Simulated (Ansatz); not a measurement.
MgCdTe$_{2}$ (chalcopyrite, I-42d), DFT-LDA in the program Ansatz with PAW potentials, all energies at zero smearing, with the estimated change up to a 700 eV cutoff added, with one set of potentials and settings (totals compare only within such a set). Cell of 8 atoms (2 Mg, 2 Cd, 4 Te): -47352.589 eV.

| element | reference phase | E (eV/atom) |
|---|---|---|
| Mg | P6_3/mmc, 2 atoms in the cell | -1901.6031 |
| Cd | P6_3/mmc, 2 atoms in the cell | -8117.8923 |
| Te | P3_121, 3 atoms in the cell | -6827.2001 |

Formation energy per atom, worked out: (-47352.589 − 2×(-1901.6031) − 2×(-8117.8923) − 4×(-6827.2001))/8 = -0.600 eV/atom (-58 kJ per mol of atoms), at 0 K, without zero-point energy or fitted corrections.

The workflow started from a Materials Project entry (that database holds measured and hypothetical structures alike); the Crystallography Open Database copy checked does not list it. Its standing as an ambient phase is unchecked. The cell was relaxed with LDA under the symmetry of its start; of distortions, only those at the zone centre were tested. The references are the lowest solids computed at this level, not always the standard phases. Spin–orbit coupling is left out wherever it is not named.

Potentials: the later of the program's two PAW sets.
